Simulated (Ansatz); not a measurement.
All numbers below come from DFT PBE, scalar-relativistic, plane waves, PAW, and for the lanthanide a 4f-in-core norm-conserving potential (Ansatz). All cells share a 690 eV cutoff and Γ-centred k meshes spaced at most about 0.3 Å⁻¹ (about 0.25 or finer for metals, 2π included). No spin polarisation in the final relaxations.

These are static total energies at zero pressure. All come from trial cells, and lower structures may exist.

Question: These unrelaxed guesses for CsSm3 are each relaxed within their symmetry. Order them by the energy at which they end, lowest first.
A.

```
Cs Sm
1.0
     5.76693    0.00000    0.00000
    -2.88347    4.99431    0.00000
     0.00000    0.00000   10.28877
Cs Sm
2 6
Direct
  0.33333 0.66667 0.25000
  0.66667 0.33333 0.75000
  0.00000 0.00000 0.25000
  0.00000 0.00000 0.75000
  0.33333 0.66667 0.58521
  0.66667 0.33333 0.08521
  0.66667 0.33333 0.41479
  0.33333 0.66667 0.91479
```

B.

```
Cs Sm
1.0
     5.20747    0.00000    0.00000
     0.00000    5.20747    0.00000
     0.00000    0.00000    5.20747
Cs Sm
1 3
Direct
  0.00000 0.00000 0.00000
  0.50000 0.00000 0.50000
  0.00000 0.50000 0.50000
  0.50000 0.50000 0.00000
```

C.

```
Cs Sm
1.0
     0.00000    4.41434    4.41434
     4.41434    0.00000    4.41434
     4.41434    4.41434    0.00000
Cs Sm
1 3
Direct
  0.00000 0.00000 0.00000
  0.50000 0.50000 0.50000
  0.25000 0.25000 0.25000
  0.75000 0.75000 0.75000
```

Answer: B (ends in Pm-3m, Cu3Au (L1_2) type, 0 meV/atom), C (ends in Fm-3m, BiF3 (D0_3) type, 22 meV/atom), A (ends in P6_3/mmc, Na3As type, 155 meV/atom). Even the lowest end lies +0.63 eV/atom against the elements.

Cells relaxed within their symmetry can be saddle points. Some candidate types were left out of the draw beforehand, so a known form may be missing.

The lanthanide is trivalent by construction, without f bands, f moments or other valences. The reference runs of the other elements, and any phases without the lanthanide, used 420 eV, which shifts energies against them by under 10 meV/atom. The lanthanide's reference is the lowest of its hcp, dhcp and fcc cells.
